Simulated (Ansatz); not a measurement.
Relaxation of a relaxed MgB2 cell displaced along its unstable phonon at q = Γ (258i cm⁻¹), largest move 0.15 Å; 6 atoms in the cell, which starts as C2/m (No. 12), mS12; a = 5.3482 Å, b = 3.0878 Å, c = 8.0136 Å, α = 90.00°, β = 90.00°, γ = 90.00°. Level of theory: PBEsol (plane waves to 420 eV, PAW, scalar-relativistic; Ansatz, an electronic-structure program). Γ-centred k-mesh 12×12×4 on the run's cell (coarser than for final values), Fermi–Dirac smearing 0.05 eV. This is the first round of the run. 

The optimiser's lines from the output (shortened; P is positive under compression):

```
relax step   1: F+E_penalty+E_count = -4433.74749388 eV  Δ(F+E_penalty+E_count) = +0.000e0 eV  max|allowed force component| = 4.489e-1 eV/Å  Δτ_max = 0.0000 Å  P = -0.525 GPa  Ω = 66.169 Å³  (8 SCF iters, dr2 threshold 1.00e-7 eV, accepted)
relax step   2: F+E_penalty+E_count = -4434.05220047 eV  Δ(F+E_penalty+E_count) = -3.047e-1 eV  max|allowed force component| = 8.747e-1 eV/Å  Δτ_max = 0.0907 Å  P = -1.051 GPa  Ω = 65.733 Å³  (6 SCF iters, dr2 threshold 6.00e-7 eV, accepted)
relax step   3: F+E_penalty+E_count = -4434.37562601 eV  Δ(F+E_penalty+E_count) = -3.234e-1 eV  max|allowed force component| = 9.800e-1 eV/Å  Δτ_max = 0.1098 Å  P = -1.675 GPa  Ω = 65.545 Å³  (6 SCF iters, dr2 threshold 6.00e-7 eV, accepted)
relax step   4: F+E_penalty+E_count = -4434.20493409 eV  Δ(F+E_penalty+E_count) = +1.707e-1 eV  max|allowed force component| = 2.038e0 eV/Å  Δτ_max = 0.1944 Å  P = +5.725 GPa  Ω = 62.949 Å³  (7 SCF iters, dr2 threshold 6.00e-7 eV, rejected (line search))
relax step   5: F+E_penalty+E_count = -4434.55445785 eV  Δ(F+E_penalty+E_count) = -1.788e-1 eV  max|allowed force component| = 3.271e-1 eV/Å  Δτ_max = 0.0725 Å  P = +0.007 GPa  Ω = 64.327 Å³  (10 SCF iters, accepted)
relax step   6: F+E_penalty+E_count = -4434.63641772 eV  Δ(F+E_penalty+E_count) = -8.196e-2 eV  max|allowed force component| = 1.718e-1 eV/Å  Δτ_max = 0.0978 Å  P = +0.721 GPa  Ω = 63.851 Å³  (7 SCF iters, dr2 threshold 6.00e-7 eV, accepted)
relax step   7: F+E_penalty+E_count = -4434.73242638 eV  Δ(F+E_penalty+E_count) = -9.601e-2 eV  max|allowed force component| = 2.387e-1 eV/Å  Δτ_max = 0.1464 Å  P = +0.267 GPa  Ω = 63.260 Å³  (6 SCF iters, dr2 threshold 6.00e-7 eV, accepted)
relax step   8: F+E_penalty+E_count = -4434.79114734 eV  Δ(F+E_penalty+E_count) = -5.872e-2 eV  max|allowed force component| = 1.444e-1 eV/Å  Δτ_max = 0.1947 Å  P = +1.009 GPa  Ω = 61.851 Å³  (6 SCF iters, dr2 threshold 6.00e-7 eV, accepted)
relax step   9: F+E_penalty+E_count = -4434.79841577 eV  Δ(F+E_penalty+E_count) = -7.268e-3 eV  max|allowed force component| = 3.800e-2 eV/Å  Δτ_max = 0.0426 Å  P = -0.131 GPa  Ω = 62.700 Å³  (5 SCF iters, dr2 threshold 6.00e-7 eV, accepted)
relax step  10: F+E_penalty+E_count = -4434.79950036 eV  Δ(F+E_penalty+E_count) = -1.085e-3 eV  max|allowed force component| = 1.452e-2 eV/Å  Δτ_max = 0.0070 Å  P = -0.068 GPa  Ω = 62.622 Å³  (4 SCF iters, dr2 threshold 6.00e-7 eV, accepted)
relax step  11: F+E_penalty+E_count = -4434.79959599 eV  Δ(F+E_penalty+E_count) = -9.563e-5 eV  max|allowed force component| = 6.642e-3 eV/Å  Δτ_max = 0.0013 Å  P = +0.093 GPa  Ω = 62.547 Å³  (5 SCF iters, dr2 threshold 7.88e-8 eV, accepted)
relax step  12: F+E_penalty+E_count = -4434.79957733 eV  Δ(F+E_penalty+E_count) = +1.866e-5 eV  max|allowed force component| = 3.703e-3 eV/Å  Δτ_max = 0.0009 Å  P = -0.017 GPa  Ω = 62.590 Å³  (4 SCF iters, dr2 threshold 9.01e-8 eV, accepted)
relax step  13: F+E_penalty+E_count = -4434.79958234 eV  Δ(F+E_penalty+E_count) = -5.004e-6 eV  max|allowed force component| = 1.912e-3 eV/Å  Δτ_max = 0.0004 Å  P = -0.011 GPa  Ω = 62.589 Å³  (3 SCF iters, dr2 threshold 1.26e-8 eV, accepted)
relax step  14: F+E_penalty+E_count = -4434.79958958 eV  Δ(F+E_penalty+E_count) = -7.239e-6 eV  max|allowed force component| = 2.124e-4 eV/Å  Δτ_max = 0.0002 Å  P = +0.002 GPa  Ω = 62.583 Å³  (4 SCF iters, dr2 threshold 1.58e-9 eV, accepted)
relax step  15: F+E_penalty+E_count = -4434.80075666 eV  Δ(F+E_penalty+E_count) = -1.167e-3 eV  max|allowed force component| = 1.608e-3 eV/Å  Δτ_max = 0.0000 Å  P = +0.015 GPa  Ω = 62.583 Å³  stress off target by 1.71e-1 GPa  SCF on the basis re-selected at this cell (its energy is not comparable with the rows above)  (6 SCF iters)
relax step  16: F+E_penalty+E_count = -4434.80080691 eV  Δ(F+E_penalty+E_count) = -5.025e-5 eV  max|allowed force component| = 3.292e-3 eV/Å  Δτ_max = 0.0023 Å  P = -0.001 GPa  Ω = 62.586 Å³  (3 SCF iters, dr2 threshold 7.27e-8 eV, accepted)
relax step  17: F+E_penalty+E_count = -4434.80081225 eV  Δ(F+E_penalty+E_count) = -5.340e-6 eV  max|allowed force component| = 3.267e-3 eV/Å  Δτ_max = 0.0000 Å  P = -0.001 GPa  Ω = 62.586 Å³  stress off target by 6.13e-3 GPa  SCF on the basis re-selected at this cell (its energy is not comparable with the rows above)  (5 SCF iters)
```

From the first to the last row the energy changes by -0.18 eV/atom and the volume by -5.4 %. The last row is marked as not comparable with the walk above it, whose basis was carried along; it does compare with step 1, since both stand on a basis selected at the nominal cutoff for their own cell.

Step 4 was rejected by the optimiser.

Later rounds, restarted from the end of this one on a renewed k-mesh, logged 14 more steps and released under 0.01 eV/atom more. The final structure after all rounds: C2/m (No. 12), mS12; a = 5.494 Å, b = 3.037 Å, c = 7.571 Å, α = 90.00°, β = 97.89°, γ = 90.00°. Between re-selections the logged energies stand on a plane-wave basis carried along with the cell. No spin polarisation in the result.

The run could not lose the symmetry of its start: the end is stationary, and may be a saddle point rather than a minimum.

Of the parent cell (P6/mmm (No. 191)): The first start was generated by placing the elements on the sites of a structure type. A measured structure of MgB2 has the same space group, P6/mmm (No. 191); the sites were not compared with it.

The relaxed structure here is a generated cell of MgB2: the first start was made by placing the elements on the sites of a structure type, and the end was not matched to a known phase here, so it may be hypothetical. Known forms of MgB2 include space group No. 191.
